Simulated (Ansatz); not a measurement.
NiSi (MnP type, space group Pnma)

```xyz
8
Lattice="5.1898 0.0000 0.0000 0.0000 3.3503 0.0000 0.0000 0.0000 5.6236" Properties=species:S:1:pos:R:3 pbc="T T T"
Ni     2.6360     0.8376     3.8704
Ni     0.0411     0.8376     4.5649
Ni     2.5539     2.5127     1.7532
Ni     5.1488     2.5127     1.0586
Si     3.5252     0.8376     0.4655
Si     0.9303     0.8376     2.3463
Si     1.6647     2.5127     5.1581
Si     4.2596     2.5127     3.2772
```

Equation-of-state scan: isotropic scaling of the cell above, V₀ being its volume. The atoms relax within the cell's symmetry.

Computed with PBE (plane waves to 420 eV, PAW, scalar-relativistic; Ansatz, a first-principles code). k mesh 9×14×8 (Γ-centred), Fermi-Dirac smearing 0.05 eV. E stands for the smeared free energy. Stress and pressure are positive under compression. With the shape held, the modulus is that of even scaling; a crystal free to change shape is softer. NiSi is run without spin polarisation. NiSi was relaxed with its symmetry unable to fall. The PAW data are Ansatz's earlier set. The zero of ΔE is the relaxed starting cell. The last digit holds for this mesh only.

| V (Å³/atom) | ΔE (meV/atom) |
|---|---|
| 11.000 | 78.0 |
| 11.245 | 47.9 |
| 11.489 | 25.9 |
| 11.733 | 11.0 |
| 11.978 | 2.7 |
| 12.222 | 0.0 |
| 12.467 | 2.5 |
| 12.711 | 9.5 |
| 12.956 | 20.6 |
| 13.200 | withheld |
| 13.445 | 53.2 |

Fit a third-order Birch-Murnaghan form (E₀, V₀, B₀, B₀′ free) to the given rows and predict ΔE at V = 13.200.

Least squares on the 10 given rows: ΔE = E₀ + (9V₀B₀/16)·y²·[2 + (B₀′ − 4)y], y = (V₀/V)^(2/3) − 1, with V₀ = 12.222 Å³/atom, B₀ = 167.2 GPa (160.2 GPa = 1 eV/Å³; the term in eV is multiplied by 1000), B₀′ = 4.73, E₀ = 0.03 meV/atom; root-mean-square residual 0.04 meV/atom. At 13.200 the fit gives 35.3 meV/atom; the calculation gives 35.3 meV/atom, the same to the digits shown. For the pressure the fit gives -10.7 GPa against the computed -10.7 GPa.

(A scan under strain: stresses follow from slopes of the energy per volume, elastic moduli from its curvatures.)
